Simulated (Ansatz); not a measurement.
Steps from a short run of molecular dynamics on a 2×2×2 supercell (32 atoms) of C (lonsdaleite), relaxed with r2SCAN; forces from PBE in the PAW code Ansatz, 6×6×2 mesh, Fermi-Dirac smearing of 0.020 eV, a Nosé-Hoover thermostat at fixed volume, set at 200 K. Classical nuclei, no spin polarisation; a few dozen steps show the first response, not equilibrium.

Cell vectors in Å:
```
 5.0064  0.0000  0.0000
-2.5032  4.3357  0.0000
 0.0000  0.0000  8.3377
```

Question: At 12 fs the positions in Å are
```
C   -0.019   1.470   0.009
C    1.258   0.735   2.072
C   -0.011   1.469   1.571
C    1.242   0.704   3.618
C   -0.007   1.445   4.149
C    1.244   0.756   6.277
C    0.013   1.475   5.727
C    1.253   0.739   7.853
C   -1.243   3.623  -0.008
C    0.000   2.909   2.100
C   -1.233   3.628   1.542
C   -0.050   2.878   3.648
C   -1.267   3.616   4.185
C   -0.015   2.904   6.253
C   -1.257   3.645   5.718
C   -0.008   2.920   7.803
C    2.518   1.431   0.000
C    3.770   0.692   2.100
C    2.539   1.425   1.578
C    3.762   0.672   3.702
C    2.492   1.398   4.168
C    3.760   0.732   6.226
C    2.491   1.442   5.727
C    3.764   0.726   7.789
C    1.261   3.633  -0.014
C    2.529   2.887   2.068
C    1.262   3.613   1.547
C    2.491   2.876   3.655
C    1.242   3.571   4.206
C    2.511   2.890   6.233
C    1.246   3.593   5.755
C    2.514   2.877   7.808
```
What are the forces, and how far does the free energy (smearing included) lie above that of step 0, with the atoms on their sites?

Answer: 12.6 meV an atom; forces in eV/Å:
```
C    0.661  -0.121  -0.141
C   -0.027  -0.189   0.037
C    0.362  -0.597  -0.070
C    0.028   0.470   0.693
C    0.032  -0.544   0.939
C    0.129  -0.604  -0.379
C   -0.696  -0.639  -0.148
C   -0.370   0.000  -1.193
C   -0.413   0.035   0.237
C   -0.065  -0.278  -0.671
C   -0.469  -0.242   0.534
C    1.504   0.393   0.118
C   -0.426  -0.261  -0.873
C    0.226   0.204   0.151
C   -0.133  -0.406   0.749
C    0.351  -0.576   0.300
C   -0.075   0.491   0.289
C    0.033   0.639   0.289
C   -0.646   0.600  -0.530
C   -0.456   0.643  -1.701
C    0.241   1.037   0.012
C   -0.042  -0.288   0.844
C    0.464   0.106  -0.088
C   -0.029   0.246   0.479
C   -0.038  -0.768  -0.043
C   -0.460  -0.023   0.584
C    0.274  -0.321   0.493
C    0.249  -0.505  -0.176
C   -0.212   0.255  -0.814
C   -0.186  -0.019   0.888
C    0.251   0.714  -0.826
C   -0.061   0.548   0.015
```

Question: At 39 fs the positions in Å are
```
C    0.016   1.437  -0.005
C    1.254   0.698   2.119
C    0.019   1.440   1.537
C    1.255   0.699   3.668
C   -0.014   1.452   4.155
C    1.252   0.712   6.236
C    0.001   1.449   5.743
C    1.279   0.724   7.805
C   -1.226   3.624   0.010
C    0.000   2.867   2.098
C   -1.239   3.602   1.576
C   -0.011   2.863   3.630
C   -1.224   3.589   4.195
C    0.002   2.871   6.257
C   -1.242   3.590   5.699
C   -0.001   2.906   7.823
C    2.496   1.459  -0.010
C    3.745   0.733   2.026
C    2.488   1.436   1.560
C    3.753   0.745   3.632
C    2.490   1.437   4.177
C    3.740   0.723   6.279
C    2.484   1.452   5.741
C    3.754   0.720   7.838
C    1.243   3.638   0.046
C    2.502   2.891   2.074
C    1.234   3.625   1.565
C    2.506   2.916   3.649
C    1.265   3.637   4.144
C    2.487   2.903   6.242
C    1.238   3.615   5.727
C    2.503   2.918   7.830
```
What are the forces, and how far does the free energy (smearing included) lie above that of step 0, with the atoms on their sites?

Answer: 13.2 meV an atom; forces in eV/Å:
```
C    0.032   0.496  -0.042
C    0.060   0.348  -0.979
C   -0.446  -0.378   0.769
C   -0.137   0.603  -0.342
C    0.597  -0.778   0.800
C    0.014  -0.011   0.431
C   -0.485  -0.717  -0.388
C   -0.872  -0.021  -0.081
C   -0.795  -0.150  -0.113
C   -0.039   0.531  -0.666
C   -0.349  -0.023  -0.310
C    1.157   0.953   0.488
C   -1.034   0.443  -1.437
C   -0.021   0.806   0.012
C   -0.327   0.409   1.665
C    0.456  -0.700  -0.101
C    0.345   0.142   0.485
C    0.329   0.029   2.093
C    0.099   0.504  -0.179
C   -0.364  -0.476  -0.242
C    0.331   0.772  -0.223
C    0.260   0.005  -0.602
C    0.524  -0.240  -0.252
C    0.043   0.592  -0.498
C    0.218  -0.860  -1.664
C   -0.097   0.104   0.570
C    0.586  -0.531   0.292
C   -0.048  -1.151  -0.173
C   -0.687  -0.587   0.633
C    0.324  -0.167   0.521
C    0.289   0.326  -0.101
C    0.036  -0.272  -0.366
```

Question: At 42 fs the positions in Å are
```
C    0.021   1.444  -0.001
C    1.253   0.685   2.113
C    0.011   1.436   1.538
C    1.266   0.702   3.665
C    0.002   1.447   4.161
C    1.263   0.701   6.252
C    0.001   1.447   5.729
C    1.267   0.714   7.804
C   -1.221   3.611   0.011
C   -0.018   2.871   2.094
C   -1.233   3.597   1.576
C    0.008   2.886   3.630
C   -1.235   3.591   4.185
C    0.002   2.870   6.267
C   -1.232   3.591   5.702
C    0.001   2.898   7.819
C    2.501   1.453   0.002
C    3.747   0.736   2.044
C    2.478   1.438   1.559
C    3.747   0.751   3.631
C    2.486   1.454   4.177
C    3.740   0.714   6.282
C    2.476   1.452   5.731
C    3.750   0.729   7.821
C    1.231   3.627   0.035
C    2.506   2.905   2.067
C    1.232   3.625   1.570
C    2.515   2.921   3.656
C    1.259   3.633   4.161
C    2.486   2.899   6.241
C    1.240   3.618   5.723
C    2.504   2.926   7.823
```
What are the forces, and how far does the free energy (smearing included) lie above that of step 0, with the atoms on their sites?

Answer: 11.3 meV an atom; forces in eV/Å:
```
C   -0.435  -0.092  -0.322
C    0.026   1.073  -0.781
C   -0.241  -0.275   0.919
C   -0.631   0.514  -0.394
C    0.059  -0.190   0.313
C   -0.587   0.354  -0.354
C   -0.215  -0.822   0.395
C   -0.021   0.245   0.317
C   -1.102   0.250  -0.239
C    1.134   0.239  -0.317
C   -0.767   0.158  -0.580
C    0.223  -0.141   0.629
C   -0.008   0.582  -0.722
C    0.099   0.565  -0.680
C   -0.685   0.237   1.528
C    0.387  -0.566   0.081
C   -0.102   0.387  -0.222
C   -0.123  -0.105   1.375
C    0.652   0.438  -0.030
C    0.123  -0.507   0.188
C    0.682   0.212  -0.333
C    0.211   0.587  -1.204
C    0.880  -0.298   0.343
C    0.130   0.067   0.347
C    0.792  -0.097  -1.271
C   -0.517  -0.561   0.957
C    0.403  -0.322  -0.104
C   -0.604  -1.010  -0.539
C   -0.294   0.041  -0.107
C    0.503  -0.021   0.471
C    0.155   0.014   0.371
C   -0.128  -0.956  -0.034
```
